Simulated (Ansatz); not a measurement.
# SnAs (Fm-3m): PBEsol against LDA

```
Sn As
1.0
     0.00000    2.85732    2.85732
     2.85732    0.00000    2.85732
     2.85732    2.85732    0.00000
Sn As
1 1
Direct
  0.00000 0.00000 0.00000
  0.50000 0.50000 0.50000
```

This cell (23.33 Å³ an atom) was relaxed by PAW under PBEsol, and each functional gets its own cell relaxed so. Quantity: elastic moduli (Hill averages, relaxed ions; θ_D from sound speeds over directions).

Runs: (1) PBEsol, all-electron LAPW in Ansatz 0.2.0, scalar-relativistic; k mesh 14×14×14, strains of ±0.008, Fermi-Dirac smearing of 0.100 eV, basis error target 1 meV/atom. (2) LDA, all-electron LAPW in Ansatz 0.2.0, scalar-relativistic; k mesh 12×12×12, strains of ±0.005, Fermi-Dirac smearing of 0.100 eV, basis error target 0.5 meV/atom.

Under PBEsol: B = 72.7 GPa, G = 42.8 GPa, C11 = 166 GPa, C44 = 30.4 GPa, ν = 0.254, θ_D = 283 K.

**Question.** Which way does LDA move the volume, and by how much?

**Answer.** a = 5.670 Å, 22.79 Å³ an atom: 2.3 % smaller.

**Question.** What does LDA give for these quantities?

**Answer.** 

```tsv
quantity	PBEsol	LDA	change
B	72.7 GPa	77.0 GPa	+6 %
G	42.8 GPa	46.1 GPa	+8 %
C11	166 GPa	174 GPa	+5 %
C44	30.4 GPa	33.8 GPa	+11 %
ν	0.254	0.250	-1 %
θ_D	283 K	294 K	+4 %
```

Limits of these numbers: responses of metals move with mesh and smearing.
